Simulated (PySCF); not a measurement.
PySCF single point, PBE0/6-31G*, density fitting, IEF-PCM implicit carbon tetrachloride (electrostatics alone), on C5H9NO (SMILES CN1CCCC1=O), charge 0, multiplicity 1.

```python
from pyscf import gto, scf, dft
mol = gto.M(atom='''
C     -2.005417    -0.176102    -0.008359
N     -0.570878    -0.137565    -0.018716
C      0.216808    -1.335396    -0.181500
C      1.640133    -0.876320     0.154538
C      1.615904     0.620449    -0.150485
C      0.148869     1.004999    -0.015389
O     -0.308547     2.122489     0.068232
H     -2.367505    -0.776607     0.829737
H     -2.390391    -0.599154    -0.940564
H     -2.360635     0.847756     0.097613
H      0.143320    -1.703797    -1.214410
H     -0.141390    -2.122489     0.488307
H      1.839810    -1.036650     1.214410
H      2.390391    -1.413765    -0.421812
H      2.237300     1.213723     0.516819
H      1.922943     0.831566    -1.176849
''', basis='6-31G*', charge=0, spin=0, verbose=3)
mf = dft.RKS(mol, xc='PBE0')
mf = mf.density_fit()
mf = mf.PCM()
mf.with_solvent.method = 'IEF-PCM'
mf.with_solvent.eps = 2.238
mf.max_cycle = 100
e = mf.kernel()
print('converged', mf.converged)
print('E_total', e)
print('nao', mol.nao)
print('HOMO', mf.mo_energy[mf.mo_occ > 0].max())
mf.dip_moment()
```

The program's output:

```

WARN: PCM is an experimental feature. It is still in testing.
Features and APIs may be changed in the future.

converged SCF energy = -325.570288587639
converged True
E_total -325.570288587639
nao 116
HOMO -0.2444216539089381
Dipole moment(X, Y, Z, Debye):  0.73541, -4.24986, -0.34613
```

The total energy is -8859.22 eV, -0.13 eV from the same level's vacuum run.
